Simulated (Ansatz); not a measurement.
## TlPd$_{3}$, one cell by several methods

```xyz
4
Lattice="-2.0730 2.0730 3.7485 2.0730 -2.0730 3.7485 2.0730 2.0730 -3.7485" Properties=species:S:1:pos:R:3 pbc="T T T"
Tl    0.0000    0.0000    0.0000
Pd    0.0000    2.0730    1.8742
Pd    2.0730    0.0000    1.8742
Pd    0.0000    0.0000    3.7485
```

Atom numbers follow the list: Tl1, Pd2, Pd3, Pd4.

The cell is COD entry 1522856, as deposited and not checked against the literature; nothing was relaxed.

Spin polarisation is left out, and whether a magnetic state lies lower isn't shown here.

Spin–orbit coupling is left out, though it moves levels of the heavy atoms by tenths of an eV or more.

All numbers are computed: DFT, PBEsol, PAW with Ansatz's default frozen-core files, scalar-relativistic (Ansatz 0.2.0); DFT, PBEsol, all-electron PAW with datasets made for the crystal, scalar-relativistic (Ansatz 0.2.0); DFT, PBEsol, all-electron LAPW, scalar-relativistic (Ansatz 0.2.0).

For PAW: a Γ-centred 12×12×12 k mesh, Fermi–Dirac smearing of 0.08 eV, cutoff 420 eV, no spin polarisation; the PAW files were made with PBE, and the program remakes their frozen cores for this functional. The crystal-made all-electron datasets (AE datasets) take a cutoff of 280 eV at this cell. LAPW targets a basis error of 1 meV/atom. The Ansatz runs share mesh, smearing and spin set-up. Plane-wave (PAW) pressures include the program's estimate of the Pulay term.

Stress and pressure are positive in compression.

Spin–orbit coupling is left out, which moves gradients at and beside heavy atoms by some per cent and at worst by a factor of two.

In a metal, gradients converge slowly with the k mesh: the values move by tens of per cent from one mesh to another, at times in sign, so only the comparison on one mesh counts.

Levels count from the Fermi level.

| quantity | PAW | AE datasets | LAPW |
| --- | --- | --- | --- |
| pressure (GPa) | -0.05 | -0.07 | -0.07 |
| stress xx (GPa) | -0.17 | -0.18 | -0.18 |
| stress zz (GPa) | 0.17 | 0.16 | 0.16 |
| highest filled level at N (eV) | -0.200 | -0.200 | -0.200 |
| lowest empty level at N (eV) | 2.839 | 2.839 | 2.839 |
| highest filled level at M (eV) | -0.306 | -0.306 | -0.306 |
| lowest empty level at M (eV) | 0.623 | 0.623 | 0.623 |
| highest filled level at X (eV) | -0.442 | -0.443 | -0.443 |
| lowest empty level at X (eV) | 0.867 | 0.866 | 0.866 |
| largest principal field gradient Vzz at Tl1 (10²¹ V/m²) | -3.11 | -2.99 | – |
| largest principal field gradient Vzz at Pd2 (10²¹ V/m²) | 2.95 | 2.95 | – |
| largest principal field gradient Vzz at Pd4 (10²¹ V/m²) | -3.60 | -3.63 | – |

PAW's pressure differs from the LAPW value by about 0.01 GPa or less.
